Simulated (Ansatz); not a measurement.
Is this Li₄In structure stable?

It was reached by relaxing an invented guess, and it needn't be the stable form of this composition.

The calculation used Ansatz, DFT PBE, scalar-relativistic, plane waves, PAW. Cutoff 420 eV, Γ-centred 10×10×8 mesh (5-atom cell), Gaussian smearing of 0.10 eV, no spin polarisation.

```xyz
5
Lattice="2.3675 1.3669 4.7504 -2.3675 1.3669 4.7504 0.0000 -2.7337 4.7504" Properties=species:S:1:pos:R:3 pbc="T T T"
Li    0.0000    0.0000   11.3293
Li    0.0000    0.0000    8.5967
Li    0.0000    0.0000    2.9219
Li    0.0000    0.0000    5.6545
In    0.0000    0.0000    0.0000
```

Energies over the elements count from the elements' standard structures at the same level, with no fitted energy shifts.

Q: These tests were run: energy against the elements; phonons at Γ. What do they show?

A:

| test | result |
| --- | --- |
| energy against the elements | −0.22 eV/atom |
| phonons at Γ | lowest optical mode 154 cm⁻¹ |

It fails none of these tests. Whether a mixture of other phases lies lower isn't tested here. Phonons away from Γ weren't computed.

The end has C2/m (No. 12) at a tolerance of 0.01 Å; the cell shown is made exact in the group found at 0.05 Å. The run for the phonons used a 10×10×8 k mesh and Fermi–Dirac smearing of 0.15 eV.
